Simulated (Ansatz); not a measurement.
SiC (zinc blende, F-43m), PBEsol in the plane-wave PAW code Ansatz, all energies at zero smearing, with the estimated change up to a 700 eV cutoff added, with one set of potentials and settings (totals compare only within such a set). Cell of 2 atoms (1 Si, 1 C): -868.712 eV.

```tsv
element	reference phase	E (eV/atom)
Si	Fd-3m, 2 atoms in the cell	-621.4938
C	P6_3/mmc, 4 atoms in the cell	-246.6953
```

Formation energy per atom, worked out: (-868.712 − 1×(-621.4938) − 1×(-246.6953))/2 = -0.261 eV/atom (-25 kJ per mol of atoms), at 0 K, without zero-point energy or fitted corrections.

The cell was relaxed with PBEsol under the symmetry of its start. The references are the lowest solids computed at this level, not always the standard phases.

Potentials: the earlier of the program's two PAW sets. The files were generated under PBE; for other functionals the program regenerates the frozen cores, and for LDA and PBEsol the local potential too.
